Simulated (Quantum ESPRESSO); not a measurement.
## Band energies of ZnO

```xyz
4
Lattice="3.2373 0.0000 0.0000 -1.6187 2.8036 0.0000 0.0000 0.0000 5.2221" Properties=species:S:1:pos:R:3 pbc="T T T"
O      1.6187     0.9345     4.5940
O      0.0000     1.8691     1.9829
Zn     1.6187     0.9345     2.6141
Zn     0.0000     1.8691     0.0031
```

PBE (Quantum ESPRESSO, PseudoDojo norm-conserving, 84 Ry, without SOC); path ΓMKΓALHA,LM,KH; energies in eV from the valence-band maximum.

```csv
k (1/Å),point,band 22,band 23,band 24,band 25,band 26,band 27,band 28,band 29
0.00,Γ,-0.79,-0.79,-0.09,0.00,0.00,0.87,5.32,8.25
0.67,,-2.93,-2.06,-1.71,-0.69,-0.52,3.93,7.47,8.13
1.12,M,-3.55,-2.83,-2.25,-1.29,-0.83,5.86,6.93,7.64
1.34,,-3.49,-2.93,-2.39,-1.40,-1.02,6.19,7.24,7.66
1.77,K,-3.54,-3.54,-1.92,-1.92,-1.73,7.72,7.78,7.78
1.98,,-3.47,-3.17,-2.44,-1.50,-1.46,6.63,7.71,8.40
2.63,,-1.82,-1.56,-1.10,-0.33,-0.29,2.65,6.61,8.24
3.06,Γ,-0.79,-0.79,-0.09,0.00,0.00,0.87,5.32,8.25
3.30,,-0.79,-0.71,-0.71,-0.07,-0.07,1.69,4.97,8.56
3.66,A,-2.25,-0.39,-0.39,-0.39,-0.39,3.52,3.52,10.14
3.97,,-2.27,-0.85,-0.85,-0.57,-0.57,4.05,4.05,10.07
4.58,,-3.51,-1.40,-1.40,-1.39,-1.39,5.65,5.65,8.65
4.78,L,-3.79,-1.50,-1.50,-1.37,-1.37,5.79,5.79,8.50
5.21,,-3.73,-2.41,-2.41,-1.26,-1.26,7.03,7.03,8.54
5.43,H,-3.73,-2.69,-2.69,-1.25,-1.25,8.06,8.06,8.08
5.80,,-3.34,-2.08,-2.08,-1.28,-1.28,6.33,6.33,8.93
6.35,,-2.30,-0.98,-0.98,-0.68,-0.68,4.25,4.25,10.01
6.72,A,-2.25,-0.39,-0.39,-0.39,-0.39,3.52,3.52,10.14
6.72,L,-3.79,-1.50,-1.50,-1.37,-1.37,5.79,5.79,8.50
6.82,,-3.75,-1.68,-1.62,-1.32,-1.20,5.61,6.04,8.37
7.33,M,-3.55,-2.83,-2.25,-1.29,-0.83,5.86,6.93,7.64
7.33,K,-3.54,-3.54,-1.92,-1.92,-1.73,7.72,7.78,7.78
7.93,H,-3.73,-2.69,-2.69,-1.25,-1.25,8.06,8.06,8.08
```

The PBE gap is direct, 0.87 eV at Γ.

Geometry of the Materials Project entry, not relaxed at this level.
